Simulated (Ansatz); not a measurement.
# Si3N4 — ¹⁴N nuclear quadrupole resonance

Cell: a structure deposited in the COD, whose atoms a relaxation with PBE at fixed cell left in place.

```cif
data_Si3N4
_symmetry_space_group_name_H-M 'I-43d'
_symmetry_Int_Tables_number 220
_cell_length_a 6.4747
_cell_length_b 6.4747
_cell_length_c 6.4747
_cell_angle_alpha 90.000
_cell_angle_beta 90.000
_cell_angle_gamma 90.000
loop_
_atom_site_label
_atom_site_type_symbol
_atom_site_symmetry_multiplicity
_atom_site_Wyckoff_symbol
_atom_site_fract_x
_atom_site_fract_y
_atom_site_fract_z
Si Si 12 b 0.3750 0.5000 0.7500
N N 16 c 0.2814 0.2814 0.2814
```

One atom of each set is listed; the run and its k-mesh use a cell of 14 atoms with edges of 5.61, 5.61, 5.61 Å.

All values are calculated (Ansatz; DFT, PBE, plane waves and PAW, scalar-relativistic, 420 eV cutoff, Γ-centred 6×6×6 k-points, Fermi–Dirac smearing 0.02 eV), not measured.

¹⁴N: I = 1, Q = 20.44 mb (year-2017 value). Static lattice, zero field.

Problem. At which frequencies do the ¹⁴N NQR lines lie?

Solution. For I = 1 the lines are ν± = (3/4)|C_Q|(1 ± η/3) and ν₀ = |C_Q|η/2.

```tsv
site	atoms	V_zz (10²¹ V/m²)	C_Q (MHz)	η	line frequencies (MHz)
N	8	-5.77	-2.85	0.00	2.14
```

An axis of threefold or higher order runs through N, so V_zz lies along it and η is zero.

The relaxation (2 steps) took 12 s of wall time (11 s of CPU time) and 0.55 GiB at its peak, on 1 thread of Intel Xeon Platinum 8488C (Sapphire Rapids) (x86_64; 16 cores open to the job, memory cap 3.0 GiB, no GPU), a shared host with a load of 0.3 a core.
